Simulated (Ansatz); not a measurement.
SrO:
```cif
data_O4Sr4
_chemical_formula_sum 'Sr4 O4'
_space_group_name_H-M_alt 'Fm-3m'
_space_group_IT_number 225
_space_group_name_Hall '-F 4 2 3'
_cell_length_a 5.12269
_cell_length_b 5.12269
_cell_length_c 5.12269
_cell_angle_alpha 90.000
_cell_angle_beta 90.000
_cell_angle_gamma 90.000
loop_
_atom_site_label
_atom_site_type_symbol
_atom_site_symmetry_multiplicity
_atom_site_Wyckoff_symbol
_atom_site_fract_x
_atom_site_fract_y
_atom_site_fract_z
_atom_site_occupancy
Sr1 Sr 4 b 0.50000 0.50000 0.50000 1
O1 O 4 a 0.00000 0.00000 0.00000 1
```
(The calculation used a cell of 2 atoms; values per cell refer to that cell.)

This is the PBEsol-relaxed structure.

All from plane-wave PAW PBEsol (Ansatz code), unless another level is named. Estimate the Born charges (a third of the trace).

Sr +2.46, O -2.46 e.

Next, the electronic dielectric constant ε∞ (DFPT)?

3.87.

The cell was relaxed with PBEsol under the symmetry of its start. Scalar-relativistic: spin–orbit coupling is off unless named, which matters more the heavier the elements.

Potentials: the earlier of the program's two PAW sets. The files were generated under PBE; for other functionals the program regenerates the frozen cores, and for LDA and PBEsol the local potential too.
